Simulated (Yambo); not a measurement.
## Optical response of SrO at +2 % isotropic strain

```xyz
2
Lattice="0.0000 2.6106 2.6106 2.6106 0.0000 2.6106 2.6106 2.6106 0.0000" Properties=species:S:1:pos:R:3 pbc="T T T"
O      0.0000     0.0000     0.0000
Sr     2.6106     2.6106     2.6106
```

Yambo, RPA with local fields on PBEsol bands; 18×18×18 mesh, 27 bands, 4 Ry local-field block, 0.2 eV broadening; field along x.

```json
[
 {"E (eV)": "0.0", "Im ε": "0.00", "Re ε": "3.66", "Im ε, independent particles": "0.00"},
 {"E (eV)": "0.6", "Im ε": "0.01", "Re ε": "3.68", "Im ε, independent particles": "0.02"},
 {"E (eV)": "1.2", "Im ε": "0.03", "Re ε": "3.75", "Im ε, independent particles": "0.03"},
 {"E (eV)": "1.9", "Im ε": "0.06", "Re ε": "3.88", "Im ε, independent particles": "0.06"},
 {"E (eV)": "2.5", "Im ε": "0.10", "Re ε": "4.11", "Im ε, independent particles": "0.12"},
 {"E (eV)": "3.1", "Im ε": "0.27", "Re ε": "4.59", "Im ε, independent particles": "0.31"},
 {"E (eV)": "3.8", "Im ε": "1.22", "Re ε": "4.92", "Im ε, independent particles": "1.38"},
 {"E (eV)": "4.4", "Im ε": "1.81", "Re ε": "4.54", "Im ε, independent particles": "2.05"},
 {"E (eV)": "5.0", "Im ε": "2.22", "Re ε": "4.22", "Im ε, independent particles": "2.51"},
 {"E (eV)": "5.6", "Im ε": "2.53", "Re ε": "3.90", "Im ε, independent particles": "2.85"},
 {"E (eV)": "6.2", "Im ε": "2.71", "Re ε": "3.57", "Im ε, independent particles": "3.04"},
 {"E (eV)": "6.9", "Im ε": "3.16", "Re ε": "3.31", "Im ε, independent particles": "3.54"},
 {"E (eV)": "7.5", "Im ε": "3.40", "Re ε": "2.45", "Im ε, independent particles": "3.71"},
 {"E (eV)": "8.1", "Im ε": "2.71", "Re ε": "1.91", "Im ε, independent particles": "2.87"},
 {"E (eV)": "8.8", "Im ε": "3.24", "Re ε": "2.74", "Im ε, independent particles": "3.74"},
 {"E (eV)": "9.4", "Im ε": "3.75", "Re ε": "0.84", "Im ε, independent particles": "3.83"},
 {"E (eV)": "10.0", "Im ε": "2.96", "Re ε": "0.32", "Im ε, independent particles": "3.05"},
 {"E (eV)": "10.6", "Im ε": "2.27", "Re ε": "0.07", "Im ε, independent particles": "2.36"},
 {"E (eV)": "11.2", "Im ε": "1.71", "Re ε": "0.01", "Im ε, independent particles": "1.72"},
 {"E (eV)": "11.9", "Im ε": "1.06", "Re ε": "0.29", "Im ε, independent particles": "1.06"},
 {"E (eV)": "12.5", "Im ε": "1.16", "Re ε": "1.15", "Im ε, independent particles": "1.23"},
 {"E (eV)": "13.1", "Im ε": "1.49", "Re ε": "0.51", "Im ε, independent particles": "1.44"},
 {"E (eV)": "13.8", "Im ε": "1.32", "Re ε": "0.36", "Im ε, independent particles": "1.27"},
 {"E (eV)": "14.4", "Im ε": "0.82", "Re ε": "0.30", "Im ε, independent particles": "0.79"},
 {"E (eV)": "15.0", "Im ε": "0.49", "Re ε": "0.58", "Im ε, independent particles": "0.51"},
 {"E (eV)": "15.6", "Im ε": "0.42", "Re ε": "0.93", "Im ε, independent particles": "0.51"},
 {"E (eV)": "16.2", "Im ε": "0.73", "Re ε": "1.13", "Im ε, independent particles": "0.98"},
 {"E (eV)": "16.9", "Im ε": "0.69", "Re ε": "1.02", "Im ε, independent particles": "0.83"},
 {"E (eV)": "17.5", "Im ε": "0.66", "Re ε": "1.12", "Im ε, independent particles": "0.88"},
 {"E (eV)": "18.1", "Im ε": "0.72", "Re ε": "1.07", "Im ε, independent particles": "1.25"},
 {"E (eV)": "18.8", "Im ε": "0.66", "Re ε": "1.13", "Im ε, independent particles": "1.51"},
 {"E (eV)": "19.4", "Im ε": "0.68", "Re ε": "1.17", "Im ε, independent particles": "1.60"},
 {"E (eV)": "20.0", "Im ε": "0.66", "Re ε": "1.28", "Im ε, independent particles": "1.66"}
]
```

Structure narrower than a few tenths of an eV can come from the finite k mesh. Convergence of the RPA response with its 18×18×18 mesh was not tested. No excitonic effects at this level.

Geometry strained from the cell relaxed with PBEsol, atoms relaxed again.
